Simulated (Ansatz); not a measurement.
Given:

Ti2Rh:
Space group I4/mmm (No. 139); a = 3.049 Å, b = 3.049 Å, c = 9.810 Å, α = 90.00°, β = 90.00°, γ = 90.00°

| atom | site | symmetry | x | y | z |
|---|---|---|---|---|---|
| Ti | 4e | 4mm | 0.0000 | 0.0000 | 0.3384 |
| Rh | 2a | 4/mmm | 0.0000 | 0.0000 | 0.0000 |
(The calculation used a cell of 3 atoms; values per cell refer to that cell.)

This is the r²SCAN-relaxed structure.

**Question.** All from r²SCAN (plane waves, PAW; program Ansatz), unless another level is named. Estimate the formation energy from the elements (no fitted shifts).

**Answer.** -64 kJ/mol of atoms.

**Question.** What about the density of states at the Fermi level?

**Answer.** 0.40 states/eV per atom (mean over ±0.08 eV).

The first step of the workflow began from a Materials Project structure, measured or hypothetical; the Crystallography Open Database copy checked does not list it. With Ti and Rh taken as one species the cell has the higher symmetry I4/mmm, so it may be an ordered model of a mixed-site phase. Its standing as an ambient phase is unchecked. Symmetry was held in the r²SCAN relaxation; whether a distortion lowers the energy is not shown. No spin polarisation was allowed. Axis ratios of metals converge slowly with the k-mesh, so a and c are less sure than the volume. The references are the lowest solids computed at this level, not always the standard phases. Spin–orbit coupling is left out wherever it is not named.

Potentials: the later of the program's two PAW sets.
